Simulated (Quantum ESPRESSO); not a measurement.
## Ti4PdMoAgAl (input and log of a self-consistent run)

Computed values, not a measurement. The program is pw.x of Quantum ESPRESSO 7.5 (plane-wave density functional theory). The cell is made up: eight metal atoms on a face-centred cubic lattice, with elements, volume, strain and displacements drawn at random and not relaxed, so it may be unstable or far from any real phase. PseudoDojo standard norm-conserving files set the functional (PBE unless stated); there is no spin polarisation or spin-orbit coupling, the Fermi-Dirac width of 0.25 eV means electrons at about 2900 K, and the masses in the input are unused placeholders. A spin test at this wide smearing found no moment, but such smearing suppresses magnetism that the real alloy may have.

Input:

```
&control calculation='scf', pseudo_dir='./dojo.nc.sr.pbe.v0_5.standard.upf', outdir='./o', disk_io='minimal', tprnfor=.true., tstress=.true. /
&system ibrav=0, nat=8, ntyp=5, nbnd=68, ecutwfc=84.00895049, nosym=.true., tot_charge=0,
 occupations='smearing', smearing='fd', degauss=0.0183746611
/
&electrons conv_thr=1.470e-08, electron_maxstep=70, mixing_beta=0.5 /
ATOMIC_SPECIES
Ag 1.0 Ag.upf
Al 1.0 Al.upf
Mo 1.0 Mo.upf
Pd 1.0 Pd.upf
Ti 1.0 Ti.upf
CELL_PARAMETERS angstrom
0.0 2.0608 2.0608
-4.1215 0.0 0.0
0.0 -8.2431 8.2431
ATOMIC_POSITIONS angstrom
Ti -0.1362 0.0809 -0.091
Pd 0.1359 -2.0515 1.9615
Ti 0.1152 -4.0271 3.9756
Mo 0.0353 -6.2275 6.3081
Ag -1.838 0.2414 2.0614
Ti -1.8602 -2.1187 4.1279
Ti -2.0811 -4.0728 6.2218
Al -2.3132 -6.1092 8.2997
K_POINTS automatic
8 6 2 1 1 1
```

The log is shortened where brackets say so; the opening notice, blank lines, dates and the lines on written files are dropped, and the path of the files is cut. It prints rydbergs, bohrs and kilobars, and counts compression as positive stress. Its total energy is the free energy E - TS of the whole cell.

```
     Program PWSCF v.7.5
     Parallel version (MPI & OpenMP), running on       4 processor cores
     Number of MPI processes:                 4
     Threads/MPI process:                     1
     [start-up lines left out]
     bravais-lattice index     =            0
     lattice parameter (alat)  =       5.5074  a.u.
     unit-cell volume          =     944.9489 (a.u.)^3
     number of atoms/cell      =            8
     number of atomic types    =            5
     number of electrons       =       102.00
     number of Kohn-Sham states=           68
     kinetic-energy cutoff     =      84.0090  Ry
     charge density cutoff     =     336.0358  Ry
     scf convergence threshold =      1.5E-08
     mixing beta               =       0.5000
     number of iterations used =            8  plain     mixing
     Exchange-correlation= PBE
                           (   1   4   3   4   0   0   0)
     [axes and pseudopotential details left out]
   Cartesian axes
     site n.     atom                  positions (alat units)
         1        Ti     tau(   1) = (  -0.0467333   0.0277586  -0.0312241  )
         2        Pd     tau(   2) = (   0.0466303  -0.7039157   0.6730347  )
         3        Ti     tau(   3) = (   0.0395277  -1.3817885   1.3641177  )
         4        Mo     tau(   4) = (   0.0121122  -2.1367952   2.1644508  )
         5        Ag     tau(   5) = (  -0.6306591   0.0828298   0.7073127  )
         6        Ti     tau(   6) = (  -0.6382764  -0.7269736   1.4163752  )
         7        Ti     tau(   7) = (  -0.7140722  -1.3974692   2.1348394  )
         8        Al     tau(   8) = (  -0.7937109  -2.0962038   2.8478135  )
     number of k points=    48  Fermi-Dirac smearing, width (Ry)=  0.0184
                       cart. coord. in units 2pi/alat
        k(    1) = (  -0.0589270  -0.0000005   0.0883889), wk =   0.0416667
        k(    2) = (  -0.0589270   0.0883889  -0.0000005), wk =   0.0416667
     [further k points left out]
     Dense  grid:    98353 G-vectors     FFT dimensions: (  36,  45, 135)
     Estimated max dynamical RAM per process >     320.00 MB
     Estimated total dynamical RAM >       1.18 GB
     Initial potential from superposition of free atoms
     starting charge     101.9891, renormalised to     102.0000
     Starting wfcs are   73 randomized atomic wfcs
     total cpu time spent up to now is        6.5 secs
     per-process dynamical memory:   242.7 Mb
     Self-consistent Calculation
     iteration #  1     ecut=    84.01 Ry     beta= 0.50
     Davidson diagonalization with overlap
     ethr =  1.00E-02,  avg # of iterations =  2.8
     total cpu time spent up to now is       20.9 secs
     total energy              =   -1166.92966111 Ry
     estimated scf accuracy    <      48.54287658 Ry
     iteration #  2     ecut=    84.01 Ry     beta= 0.50
     Davidson diagonalization with overlap
     ethr =  1.00E-02,  avg # of iterations =  8.7
     total cpu time spent up to now is       50.3 secs
     total energy              =   -1135.97642395 Ry
     estimated scf accuracy    <    1112.32042263 Ry
     iteration #  3     ecut=    84.01 Ry     beta= 0.50
     Davidson diagonalization with overlap
     ethr =  1.00E-02,  avg # of iterations =  9.5
     total cpu time spent up to now is       80.1 secs
     total energy              =   -1198.48472400 Ry
     estimated scf accuracy    <      49.04386375 Ry
     iteration #  4     ecut=    84.01 Ry     beta= 0.50
     Davidson diagonalization with overlap
     ethr =  1.00E-02,  avg # of iterations =  7.0
     total cpu time spent up to now is       97.1 secs
     total energy              =   -1198.35230060 Ry
     estimated scf accuracy    <     148.80380813 Ry
     iteration #  5     ecut=    84.01 Ry     beta= 0.50
     Davidson diagonalization with overlap
     ethr =  1.00E-02,  avg # of iterations =  2.4
     total cpu time spent up to now is      108.6 secs
     total energy              =   -1201.33531808 Ry
     estimated scf accuracy    <      53.96275201 Ry
     [iterations 6 to 23 left out]
     iteration # 24     ecut=    84.01 Ry     beta= 0.50
     Davidson diagonalization with overlap
     ethr =  2.37E-10,  avg # of iterations =  4.9
     total cpu time spent up to now is      327.0 secs
     total energy              =   -1201.13641653 Ry
     estimated scf accuracy    <       0.00000002 Ry
     iteration # 25     ecut=    84.01 Ry     beta= 0.50
     Davidson diagonalization with overlap
     ethr =  1.58E-11,  avg # of iterations =  4.1
     total cpu time spent up to now is      341.8 secs
     total energy              =   -1201.13641653 Ry
     estimated scf accuracy    <       0.00000007 Ry
     iteration # 26     ecut=    84.01 Ry     beta= 0.50
     Davidson diagonalization with overlap
     ethr =  1.58E-11,  avg # of iterations =  2.2
     total cpu time spent up to now is      354.1 secs
     total energy              =   -1201.13641653 Ry
     estimated scf accuracy    <       0.00000004 Ry
     iteration # 27     ecut=    84.01 Ry     beta= 0.50
     Davidson diagonalization with overlap
     ethr =  1.58E-11,  avg # of iterations =  2.9
     total cpu time spent up to now is      366.3 secs
     total energy              =   -1201.13641653 Ry
     estimated scf accuracy    <       0.00000014 Ry
     iteration # 28     ecut=    84.01 Ry     beta= 0.50
     Davidson diagonalization with overlap
     ethr =  1.58E-11,  avg # of iterations =  1.6
     total cpu time spent up to now is      375.1 secs
     End of self-consistent calculation
     [lines on levels left out]
!    total energy              =   -1201.13641653 Ry
     estimated scf accuracy    <          3.9E-09 Ry
     smearing contrib. (-TS)   =      -0.14258712 Ry
     internal energy E=F+TS    =   -1200.99382941 Ry
     The total energy is F=E-TS. E is the sum of the following terms:
     one-electron contribution =    -607.12251279 Ry
     hartree contribution      =     344.26943189 Ry
     xc contribution           =    -181.04287766 Ry
     ewald contribution        =    -757.09787083 Ry
     convergence has been achieved in  28 iterations
     Forces acting on atoms (cartesian axes, Ry/au):
     atom    1 type  5   force =     0.03734766    0.01885052    0.01150932
     atom    2 type  4   force =     0.00669345   -0.01037350    0.02311348
     atom    3 type  5   force =    -0.00091441   -0.02113532    0.02797770
     atom    4 type  3   force =    -0.04605375    0.02501723   -0.01526257
     atom    5 type  1   force =    -0.05502482   -0.03883269    0.00383686
     atom    6 type  5   force =    -0.01390306    0.03705408   -0.04178982
     atom    7 type  5   force =     0.01472739   -0.01180502    0.00694708
     atom    8 type  2   force =     0.05712754    0.00122469   -0.01633205
     Total force =     0.136304     Total SCF correction =     0.000475
     Computing stress (Cartesian axis) and pressure
          total   stress  (Ry/bohr**3)                   (kbar)     P=      -39.58
  -0.00025970   0.00001526   0.00002817          -38.20        2.24        4.14
   0.00001526  -0.00026502   0.00009066            2.24      -38.99       13.34
   0.00002817   0.00009066  -0.00028238            4.14       13.34      -41.54
     init_run     :      5.31s CPU      5.58s WALL (       1 calls)
     electrons    :    367.15s CPU    368.66s WALL (       1 calls)
     forces       :      1.54s CPU      1.56s WALL (       1 calls)
     stress       :      5.35s CPU      5.35s WALL (       1 calls)
     [timing details left out]
     PWSCF        :   6m20.26s CPU   6m22.09s WALL
     JOB DONE.
```

In other units: free energy -16342.293 eV for the cell, pressure -3.96 GPa, largest force component 1.469 eV/Å in size. The run took 384 s of wall time with four MPI processes on a shared machine (Intel Xeon, 2023 or later, virtual cores), so the time is rough. A rerun of this cell at a higher cutoff and on a denser mesh moved values by no more than 0.003 eV in energy, 0.02 GPa in stress and 0.003 eV/Å in force, and a second program with other atomic files agreed on that cell to 2 % rms in force and 0.5 GPa in pressure.